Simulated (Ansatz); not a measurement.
Values for one crystal, relaxed and computed with DFT-r²SCAN in the program Ansatz with PAW potentials; other levels are named.

Volume per atom: 13.10 Å³
Band gap: 1.65 eV (smallest direct gap 1.66 eV)
Valence-band maximum: off the standard path, at k = (-0.104, -0.083, 0.083) in fractions of the reciprocal vectors
Formation energy from the elements (no fitted shifts): -1.83 eV/atom
Conduction-band minimum: at Γ

Pick the material that matches.
A. Co3O4, Fd-3m (Co on 16d, Co on 8a, O on 32e)
B. SiO2, P3_221 (Si on 3a, O on 6c)
C. In2O3, bixbyite
D. MnAuO2, P-1 (Mn on 1h, Au on 1c, O on 2i)

C, In2O3, bixbyite

Space group Ia-3 (bixbyite). The r²SCAN relaxation kept the symmetry of its start. The references are the lowest solids computed at this level, not always the standard phases (solids in place of the gases). Scalar-relativistic: spin–orbit coupling is off unless named, which matters more the heavier the elements.

Potentials: the later of the program's two PAW sets.
